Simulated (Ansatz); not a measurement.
## Stationary points along a deformation path in TaN

The calculation used Ansatz 0.2.0, DFT LDA, scalar-relativistic, plane waves, PAW. Settings: plane waves to 420 eV, k-mesh 20×20×20 (Γ-centred), Gaussian smearing 0.15 eV. Spin–orbit coupling is left out, which can shift energies with elements as heavy as these. No spin polarisation. Energies are free energies at this smearing, counted from the undisturbed cell; pressure is positive in compression.

The starting cell (as given, not relaxed at this level; it stands at -2.5 GPa; this rock-salt form isn't the usual structure):

```
Ta N
1.0
     0.00000    2.17900    2.17900
     2.17900    0.00000    2.17900
     2.17900    2.17900    0.00000
Ta N
1 1
Direct
  0.50000 0.50000 0.50000
  0.00000 0.00000 0.00000
```

At fixed volume and fractional coordinates, lengths along (0.000, 0.000, 1.000) are scaled against those across it; ρ is that ratio over its starting value. V = 10.346 Å³/atom. Δσ is the stress along the axis less the mean stress across it (compression positive).

```
    ρ  ΔE (meV/atom)  Δσ (GPa) space group
0.650         4049.6    506.60       I4/mmm
0.707         2399.3    393.07       I4/mmm
0.780         1091.3    232.62       I4/mmm
0.850          430.8    130.91       I4/mmm
0.920          108.5     61.43       I4/mmm
1.000            0.0      0.00        Fm-3m
1.100          101.5    -42.53       I4/mmm
1.200          304.8    -67.12       I4/mmm
1.300          578.6    -93.46       I4/mmm
1.414          983.2   -132.13       I4/mmm
```

Question: How does the stress give the slope of the energy, and where is the energy stationary?

Answer: Along the path d ln(length) is 2/3 d ln ρ on the axis and −1/3 d ln ρ across it, so dE/d ln ρ = −(2/3) V Δσ: the energy falls with ρ where Δσ is positive. Δσ vanishes or changes sign at ρ = 1.000 (Fm-3m), a minimum at 0.0 meV/atom. Pairs of stationary points between two samples would go unseen, and could change a minimum read from distant neighbours into a maximum. At ρ = 1.000 the cell is cubic, where symmetry alone makes the stress isotropic and the slope zero.

Question: Which shear constant sets the curvature at ρ = 1?

Answer: For a cubic crystal E/V = (2/3) C (ln ρ)² with C = C′ = (C11 − C12)/2, so Δσ = −2C ln ρ. The parabola of Δσ against ln ρ through ρ = 0.920, 1 and 1.100 gives C ≈ 301 GPa with the ions clamped, rough because the steps are large. It is the stress–strain coefficient at this cell's pressure of -2.5 GPa, not the zero-pressure constant.

Question: Integrate that slope from ρ = 1 to 1.300 by the trapezoid rule.

Answer: With V/N in Å³ and 1 eV/Å³ = 160.2 GPa the slopes at ρ = 1.000, 1.100, 1.200, 1.300 are 0, 1831, 2890, 4023 meV/atom per unit of ln ρ. The steps add 87.2 + 205.4 + 276.7 = 569.3 meV/atom, against 578.6 from the energies; the trapezoid rule misses the curvature of the slope within each step.

In a metal these slopes depend on the k mesh and the smearing.